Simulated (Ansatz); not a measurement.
Structure optimisation: silicon, hcp

Level of theory: Ansatz 0.2.0, DFT, PBEsol, plane waves (420 eV) with PAW, scalar-relativistic. (PAW data from PBE, frozen cores regenerated.)

k-point mesh 13×13×7, Fermi-Dirac smearing 0.1 eV, no spin polarisation. Cell and atoms relax.

Starting structure:

```
Si
1.0
     2.76918    0.00000    0.00000
    -1.38459    2.39818    0.00000
     0.00000    0.00000    4.52207
Si
2
Direct
  0.33333 0.66667 0.25000
  0.66667 0.33333 0.75000
```

Problem. The pressure at the start is -5.9 GPa. By how much does the volume change?

Solution. From 15.02 to 13.99 Å³ per atom, -6.8 %. The final cell has a = 2.678 Å, c = 4.506 Å (c/a = 1.683).

Problem. How much energy does the relaxation gain?

Solution. 20.7 meV per atom.
